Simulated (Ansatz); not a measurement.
Si2Mo: Electric field gradients

The cell is a structure deposited in the COD, ions relaxed with PBE at fixed cell.

```yaml
crystal:
  lattice:
    - [-1.60000, 1.60000, 3.93050]
    - [1.60000, -1.60000, 3.93050]
    - [1.60000, 1.60000, -3.93050]
  atoms:
    - { symbol: Si, position: [0.33493, 0.33493, 0.00000] }
    - { symbol: Si, position: [0.66507, 0.66507, 0.00000] }
    - { symbol: Mo, position: [0.00000, 0.00000, 0.00000] }
```

Atom numbers follow the list; atoms alike are taken as one site, whose name carries the number of the first.

Method: Kohn–Sham DFT in Ansatz, PBEsol, plane waves and PAW, scalar-relativistic, 420 eV cutoff, Γ-centred 20×20×20 k-points, Fermi–Dirac smearing 0.05 eV.

Conventions: |V_zz| ≥ |V_yy| ≥ |V_xx|, η = (V_xx − V_yy)/V_zz, C_Q = eQV_zz/h. ν_Q = 3|C_Q|/[2I(2I − 1)].

⁹⁵Mo: I = 5/2, Q = -22.00 mb. Nuclear quadrupole moments: year-2017 set (Pyykkö).

(1) Give the quadrupolar parameters of the distinct sites.

Results:

(1) 

```tsv
site	atoms (order as listed)	first shell	C_Q (MHz)	η	ν_Q (MHz)
Mo	3	10 Si at 2.61–2.63 Å	3.15	0.00	0.473
```

An axis of threefold or higher order runs through Mo, so V_zz lies along it and η is zero.

Si has no stable isotope with a ground-state quadrupole moment in the table, so these sites are left out.

With no gap above 0.1 eV, as in a metal, the gradients converge slowly in k; expect changes of a tenth or more on a denser mesh. Without spin–orbit coupling (the program notes it for Mo) the gradients can shift somewhat, as the gap is small.
